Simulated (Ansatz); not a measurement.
BAs (zinc blende)

```
BAs
1.0
    0.00000     2.38394     2.38394
    2.38394     0.00000     2.38394
    2.38394     2.38394     0.00000
As B
1 1
Direct
  0.25000   0.25000   0.25000
  0.00000   0.00000   0.00000
```

Two coordinates are scanned: the volume, and the ratio of the stretch along z (the conventional c axis) to the stretch across it. Atoms keep their fractional coordinates.

Level of theory: PBEsol (plane waves to 420 eV, PAW, scalar-relativistic; Ansatz, a quantum-chemistry and plane-wave program). k mesh 12×12×12 (Γ-centred), Fermi-Dirac smearing 0.05 eV. E stands for the smeared free energy. As the smearing reaches across the gap at some points, the response to shear is sensitive to the k mesh, so small differences along c/a are uncertain. BAs was relaxed with its symmetry unable to fall. ΔE is measured from the relaxed starting cell.

**Question.** Give the computed ΔE (eV/atom) at all points of the grid V/V₀ = 0.920, 0.947, 0.973, 1.000, 1.027, 1.053, 1.080 by (c/a)/(c/a)₀ = 0.880, 0.920, 0.960, 1.000, 1.040, 1.080, 1.120.

**Answer.** ΔE (eV/atom), with V/V₀ across and (c/a)/(c/a)₀ down:

```
(c/a)/(c/a)₀ \ V/V₀  0.920  0.947  0.973  1.000  1.027  1.053  1.080
-------------------  -----  -----  -----  -----  -----  -----  -----
0.880                0.122  0.098  0.085  0.081  0.086  0.098  0.116
0.920                0.079  0.055  0.041  0.037  0.041  0.053  0.071
0.960                0.053  0.028  0.014  0.009  0.013  0.025  0.043
1.000                0.044  0.019  0.004  0.000  0.004  0.015  0.033
1.040                0.053  0.028  0.014  0.009  0.013  0.025  0.043
1.080                0.080  0.055  0.041  0.037  0.041  0.053  0.070
1.120                0.126  0.101  0.087  0.083  0.087  0.098  0.116
```

(Under strain, the slope of the energy per volume gives the stress and its curvature an elastic modulus.)
